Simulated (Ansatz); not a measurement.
# ScNb: clamped-ion strain scan

Theory: DFT LDA, scalar-relativistic, plane waves, PAW (Ansatz). The runs took a 420 eV cutoff, a Γ-centred 18×18×10 mesh and Gaussian smearing (0.15 eV). No spin polarisation. Energies are free energies at this smearing, counted from the undisturbed cell; pressure is positive in compression.

The undisturbed cell (as given, not relaxed at this level; it stands at -7.5 GPa, and it needn't be the usual structure):

```
Sc Nb
1.0
     3.06564    0.00000    0.00000
    -1.53282    2.65493    0.00000
     0.00000    0.00000    5.07219
Sc Nb
1 1
Direct
  0.00000 0.00000 0.00000
  0.33333 0.66667 0.50000
```

The cell is strained by ε times the Voigt pattern (0, 0, 1, 0, 0, 0) (xx, yy, zz, yz, xz, xy; engineering shear) with fractional coordinates fixed. The cell is metallic on the mesh throughout.

| ε | ΔE (meV/atom) | stress summed along the pattern (GPa, tension positive) | pressure (GPa) |
| --- | --- | --- | --- |
| -0.1500 | ? | ? | 13.0 |
| -0.1125 | 50.2 | -16.11 | 6.5 |
| -0.0750 | -5.9 | -7.18 | 0.9 |
| -0.0375 | -20.7 | 0.84 | -3.7 |
| 0.0000 | 0.0 | 7.51 | -7.5 |
| 0.0375 | 49.8 | 12.89 | -10.5 |
| 0.0750 | ? | ? | -12.8 |
| 0.1125 | 213.5 | 20.33 | -14.7 |
| 0.1312 | ? | ? | -15.4 |
| 0.1500 | 317.4 | 22.48 | -16.0 |

(1) Give the withheld values.

Answers

(1) ΔE (meV/atom) at ε = -0.1500: 149.0; stress summed along the pattern (GPa, tension positive) at ε = -0.1500: -24.57; ΔE (meV/atom) at ε = 0.0750: 122.7; stress summed along the pattern (GPa, tension positive) at ε = 0.0750: 17.10; ΔE (meV/atom) at ε = 0.1312: 264.0; stress summed along the pattern (GPa, tension positive) at ε = 0.1312: 21.55.